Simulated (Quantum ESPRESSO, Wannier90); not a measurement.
# Wannier functions of BaTiO3 (R3m)

Materials Project entry mp-5020; symmetrised, unrelaxed at this level. COD (Crystallography Open Database) has the formula in 5 space groups, this one among them (matched by group alone). Level: PBEsol, no spin polarisation, no spin-orbit coupling; pw.x of Quantum ESPRESSO at 68 Ry with PseudoDojo potentials, 8×8×8 k-points, Wannier90. Density: 8×8×8 mesh, cold smearing 0.01 Ry. Spin-orbit coupling is left out although heavy elements are present.

On the energy scale of pw.x, whose zero is arbitrary, the valence-band maximum lies at 9.83 eV.

Input w.win:

```
num_bands = 27
num_wann = 14
exclude_bands = 1-11
num_iter = 1000
conv_tol = 1.0e-6
conv_window = 4
dis_num_iter = 1000
dis_conv_tol = 1.0e-6
dis_froz_max = 13.70
write_hr = true
write_u_matrices = true
begin projections
Ti: d
O: p
end projections
begin unit_cell_cart
ang
    2.8482551358    1.6444408694    2.3355600000
   -2.8482551358    1.6444408694    2.3355600000
    0.0000000000   -3.2888817387    2.3355600000
end unit_cell_cart
begin atoms_frac
Ba   0.0001400000  0.0001400000  0.0001400000
Ti  -0.4866700000 -0.4866700000 -0.4866700000
O    0.4889500000 -0.0202800000  0.4889500000
O    0.4889500000  0.4889500000 -0.0202800000
O   -0.0202800000  0.4889500000  0.4889500000
end atoms_frac
mp_grid = 8 8 8
begin kpoints
0.0000000000 0.0000000000 0.0000000000
0.0000000000 0.0000000000 0.1250000000
0.0000000000 0.0000000000 0.2500000000
... (509 more lines: the 8x8x8 mesh through Gamma)
end kpoints
```

Input of pw2wannier90.x that gives the overlap and projection files (equivalent; here they were cut from one run over all bands):

```
&inputpp
  outdir = './out'
  prefix = 'pwscf'
  seedname = 'w'
  write_amn = .true.
  write_mmn = .true.
/
```

Output w.wout (banner and timings cut):

```
                                    ------
                                    SYSTEM
                                    ------

                              Lattice Vectors (Ang)
                    a_1     2.848255   1.644441   2.335560
                    a_2    -2.848255   1.644441   2.335560
                    a_3     0.000000  -3.288882   2.335560

                   Unit Cell Volume:      65.63560  (Ang^3)

                        Reciprocal-Space Vectors (Ang^-1)
                    b_1     1.102988   0.636811   0.896742
                    b_2    -1.102988   0.636811   0.896742
                    b_3     0.000000  -1.273621   0.896742

 *----------------------------------------------------------------------------*
 |   Site       Fractional Coordinate          Cartesian Coordinate (Ang)     |
 +----------------------------------------------------------------------------+
 | ba   1   0.00014   0.00014   0.00014   |    0.00000   0.00000   0.00098    |
 | ti   1  -0.48667  -0.48667  -0.48667   |    0.00000  -0.00000  -3.40994    |
 | o    1   0.48895  -0.02028   0.48895   |    1.45042  -0.83740   2.23658    |
 | o    2   0.48895   0.48895  -0.02028   |    0.00000   1.67480   2.23658    |
 | o    3  -0.02028   0.48895   0.48895   |   -1.45042  -0.83740   2.23658    |
 *----------------------------------------------------------------------------*
                                ------------
                                K-POINT GRID
                                ------------

             Grid size =  8 x  8 x  8      Total points =  512

 *---------------------------------- MAIN ------------------------------------*
 |  Number of Wannier Functions               :                14             |
 |  Number of Objective Wannier Functions     :                14             |
 |  Number of input Bloch states              :                27             |
 |  Output verbosity (1=low, 5=high)          :                 1             |
 |  Timing Level (1=low, 5=high)              :                 1             |
 |  Optimisation (0=memory, 3=speed)          :                 3             |
 |  Length Unit                               :               Ang             |
 |  Post-processing setup (write *.nnkp)      :                 F             |
 |  Using Gamma-only branch of algorithms     :                 F             |
 *----------------------------------------------------------------------------*
 *------------------------------- WANNIERISE ---------------------------------*
 |  Total number of iterations                :              1000             |
 |  Number of CG steps before reset           :                 5             |
 |  Trial step length for line search         :             2.000             |
 |  Convergence tolerence                     :         0.100E-05             |
 |  Convergence window                        :                 4             |
 |  Iterations between writing output         :                 1             |
 |  Iterations between backing up to disk     :               100             |
 |  Write r^2_nm to file                      :                 F             |
 |  Write xyz WF centres to file              :                 F             |
 |  Write on-site energies <0n|H|0n> to file  :                 F             |
 |  Use guiding centre to control phases      :                 F             |
 |  Use phases for initial projections        :                 F             |
 *----------------------------------------------------------------------------*
 *------------------------------- DISENTANGLE --------------------------------*
 |  Using band disentanglement                :                 T             |
 |  Total number of iterations                :              1000             |
 |  Mixing ratio                              :             0.500             |
 |  Convergence tolerence                     :         1.000E-06             |
 |  Convergence window                        :                 3             |
 *----------------------------------------------------------------------------*
 *-------------------------------- PLOTTING ----------------------------------*
 |  Plotting Hamiltonian in WF basis          :                 T             |
 *----------------------------------------------------------------------------*

       ... (k-mesh section left out)

 Starting a new Wannier90 calculation ...

 Reading overlaps from w.mmn

 Reading projections from w.amn

 *------------------------------- DISENTANGLE --------------------------------*
 +----------------------------------------------------------------------------+
 |                              Energy  Windows                               |
 |                              ---------------                               |
 |                   Outer:    5.50380  to   23.16686  (eV)                   |
 |                   Inner:    5.50380  to   13.70000  (eV)                   |
 +----------------------------------------------------------------------------+
   Number of target bands to extract:   14

                   Unitarised projection of Wannier functions
                   ------------------------------------------
   A_mn = <psi_m|g_n> --> S = A.A^+ --> U = S^-1/2.A
   In dis_project... done
   Using an inner window (linner = T)
   In dis_proj_froz... done

                   Extraction of optimally-connected subspace
                   ------------------------------------------
 +---------------------------------------------------------------------+<-- DIS
 |  Iter     Omega_I(i-1)      Omega_I(i)      Delta (frac.)           |<-- DIS
 +---------------------------------------------------------------------+<-- DIS
       1      14.90680947      14.72205256       1.255E-02    <-- DIS
       2      14.71231046      14.67548212       2.510E-03    <-- DIS
       3      14.68012132      14.64367509       2.489E-03    <-- DIS
       4      14.65106818      14.61960518       2.152E-03    <-- DIS
       5      14.62692615      14.60065214       1.800E-03    <-- DIS
       6      14.60719825      14.58536256       1.497E-03    <-- DIS
       ... (lines left out)
     100      14.49051484      14.49050107       9.502E-07    <-- DIS
     101      14.49050632      14.49049351       8.840E-07    <-- DIS
     102      14.49049828      14.49048637       8.216E-07    <-- DIS

             <<<      Delta < 1.000E-06  over  3 iterations     >>>
             <<< Disentanglement convergence criteria satisfied >>>

        Final Omega_I    14.49048637 (Ang^2)

 +----------------------------------------------------------------------------+

 Writing checkpoint file w.chk... done

 *------------------------------- WANNIERISE ---------------------------------*
 +--------------------------------------------------------------------+<-- CONV
 | Iter  Delta Spread     RMS Gradient      Spread (Ang^2)            |<-- CONV
 +--------------------------------------------------------------------+<-- CONV

 ------------------------------------------------------------------------------
 Initial State
  WF centre and spread    1  (  0.000000,  0.000000, -3.389321 )     1.04297188
  WF centre and spread    2  ( -0.000000,  0.016172, -3.435643 )     0.83679178
  WF centre and spread    3  ( -0.000000, -0.016192, -3.435643 )     0.83679190
  WF centre and spread    4  (  0.000000,  0.032254, -3.399099 )     0.93941168
  WF centre and spread    5  (  0.000000, -0.032260, -3.399099 )     0.93941168
  WF centre and spread    6  (  1.446370, -0.835062,  2.238023 )     1.14886904
  WF centre and spread    7  (  1.422501, -0.832570,  2.232758 )     1.05474899
  WF centre and spread    8  (  1.447065, -0.824165,  2.237750 )     1.22743697
  WF centre and spread    9  (  0.000000,  1.670124,  2.238023 )     1.14886898
  WF centre and spread   10  ( -0.000000,  1.673823,  2.240285 )     1.31337559
  WF centre and spread   11  (  0.000000,  1.639682,  2.230301 )     0.96799979
  WF centre and spread   12  ( -1.446370, -0.835062,  2.238023 )     1.14886899
  WF centre and spread   13  ( -1.422501, -0.832570,  2.232758 )     1.05474896
  WF centre and spread   14  ( -1.447065, -0.824165,  2.237750 )     1.22743696
  Sum of centres and spreads (  0.000000,  0.000011,  3.066866 )    14.88773320

      0     0.149E+02     0.0000000000       14.8877331967  <-- CONV
        O_D=      0.0013388 O_OD=      0.3959080 O_TOT=     14.8877332 <-- SPRD
 ------------------------------------------------------------------------------
      1    -0.304E-01     0.0722645403       14.8573618716  <-- CONV
        O_D=      0.0011874 O_OD=      0.3656881 O_TOT=     14.8573619 <-- SPRD
      2    -0.108E-01     0.0948958831       14.8465689347  <-- CONV
        O_D=      0.0010418 O_OD=      0.3550407 O_TOT=     14.8465689 <-- SPRD
      3    -0.115E-01     0.0753605175       14.8350734996  <-- CONV
        O_D=      0.0011673 O_OD=      0.3434198 O_TOT=     14.8350735 <-- SPRD
      4    -0.131E-01     0.0919231825       14.8219447737  <-- CONV
        O_D=      0.0011961 O_OD=      0.3302623 O_TOT=     14.8219448 <-- SPRD
      5    -0.919E-02     0.0810850925       14.8127563973  <-- CONV
        O_D=      0.0011202 O_OD=      0.3211499 O_TOT=     14.8127564 <-- SPRD
       ... (lines left out)
     34    -0.503E-06     0.0006562144       14.8006188173  <-- CONV
        O_D=      0.0007612 O_OD=      0.3093712 O_TOT=     14.8006188 <-- SPRD
     35    -0.266E-06     0.0004425759       14.8006185510  <-- CONV
        O_D=      0.0007612 O_OD=      0.3093710 O_TOT=     14.8006186 <-- SPRD
     36    -0.206E-06     0.0003657243       14.8006183450  <-- CONV
        O_D=      0.0007611 O_OD=      0.3093708 O_TOT=     14.8006183 <-- SPRD
             <<<     Delta < 1.000E-06  over  4 iterations     >>>
             <<< Wannierisation convergence criteria satisfied >>>
 Final State
  WF centre and spread    1  (  0.000000, -0.000004, -3.388202 )     1.04002761
  WF centre and spread    2  ( -0.000000,  0.015666, -3.438070 )     0.83698217
  WF centre and spread    3  ( -0.000000, -0.015716, -3.438067 )     0.83695124
  WF centre and spread    4  (  0.000000,  0.034647, -3.398632 )     0.93776966
  WF centre and spread    5  (  0.000000, -0.034657, -3.398632 )     0.93776934
  WF centre and spread    6  (  1.446042, -0.834876,  2.239347 )     1.13898942
  WF centre and spread    7  (  1.421295, -0.832416,  2.232273 )     1.04461795
  WF centre and spread    8  (  1.446901, -0.823487,  2.237806 )     1.22038656
  WF centre and spread    9  (  0.000000,  1.669761,  2.239354 )     1.13922566
  WF centre and spread   10  ( -0.000000,  1.673616,  2.240591 )     1.30738835
  WF centre and spread   11  (  0.000000,  1.638261,  2.229541 )     0.95651653
  WF centre and spread   12  ( -1.446042, -0.834876,  2.239347 )     1.13898938
  WF centre and spread   13  ( -1.421295, -0.832416,  2.232273 )     1.04461792
  WF centre and spread   14  ( -1.446901, -0.823487,  2.237806 )     1.22038655
  Sum of centres and spreads (  0.000000,  0.000016,  3.066736 )    14.80061835

         Spreads (Ang^2)       Omega I      =    14.490486372
        ================       Omega D      =     0.000761149
                               Omega OD     =     0.309370824
    Final Spread (Ang^2)       Omega Total  =    14.800618345
```
